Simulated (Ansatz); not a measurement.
AlNi:
```xyz
4
Lattice="0.0000 2.8903 2.8903 2.8903 0.0000 2.8903 2.8903 2.8903 0.0000" Properties=species:S:1:pos:R:3 pbc="T T T"
Ni     0.0000     0.0000     0.0000
Ni     1.4451     1.4451     1.4451
Al     2.8903     2.8903     2.8903
Al     4.3354     4.3354     4.3354
```

Relaxed with PBEsol. Special points in fractions of this cell's reciprocal vectors: Γ (0.000, 0.000, 0.000); X (0.500, 0.000, 0.500); U (0.625, 0.250, 0.625); K (0.375, 0.375, 0.750); L (0.500, 0.500, 0.500); W (0.500, 0.250, 0.750).

**Question.** List the band energies nearest the Fermi level at these points for the program Ansatz at the PBEsol level (PAW).

**Answer.** In eV from the Fermi level; about four levels below and three above (degenerate sets whole), none deeper than 8.9 eV; points with the same levels are listed once.

| k | below | above |
|---|---|---|
| Γ | -2.62 -2.62 -2.62 -0.87 -0.87 | 2.18 2.18 2.18 |
| X | -1.17 -1.17 -0.92 -0.92 | 1.75 1.75 8.89 8.89 |
| U | -1.03 -1.03 -0.93 -0.85 | 1.81 4.09 6.65 |
| L | -1.66 -1.66 -1.21 -1.20 -1.20 | 1.51 1.51 2.08 |
| W | -1.17 -1.17 -0.97 -0.97 | 4.41 4.41 4.50 4.50 |

Space group Fd-3m. The start of the workflow was typed in or built on a structure type; neither database checked (COD, Materials Project) lists it. It is not the phase usual at ambient conditions (space group No. 221). The cell was relaxed with PBEsol under the symmetry of its start. At this level the phase is mechanically unstable. The workflow began spin-polarised and lost its moments.

Potentials: the earlier of the program's two PAW sets. The files were generated under PBE; for other functionals the program regenerates the frozen cores, and for LDA and PBEsol the local potential too.
